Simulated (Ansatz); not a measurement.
## BaTiO₃ under strain: Coordination and ¹⁷O quadrupole coupling

Cell: a structure deposited in the COD, relaxed with PBE at fixed cell and then changed (z stretched by 2 %, ions relaxed).

```
CELL_PARAMETERS angstrom
3.99980 0.00000 0.00000
0.00000 3.99980 0.00000
0.00000 0.00000 4.09836
ATOMIC_POSITIONS crystal
Ba 0.00000 0.00000 0.99256
Ti 0.50000 0.50000 0.47571
O 0.50000 0.50000 0.02964
O 0.50000 0.00000 0.51505
O 0.00000 0.50000 0.51505
```

Atoms are numbered from 1 in the order listed; like atoms form one site, named after its first atom.

Level of theory: DFT, PBE, plane waves and PAW, scalar-relativistic, 420 eV cutoff, Γ-centred 8×8×8 k-points, Fermi–Dirac smearing 0.02 eV (Ansatz 0.2.0).

Q(¹⁷O) = -25.58 mb.

**Question.** Rank these O sites by |C_Q|, smallest first.
A. O3: 2 Ti at 1.83–2.27 Å, angle 180°; also 4 Ba at 2.83 Å
B. O4: 2 Ti at 2.01 Å, angle 171°; also 4 Ba at 2.80–2.93 Å

**Answer.** A (0.932 MHz, η = 0.00), B (1.75 MHz, η = 0.12).

An axis of threefold or higher order runs through O3, so V_zz lies along it and η is zero. At O4 V_zz points along the line of its two bonds (within 1°).
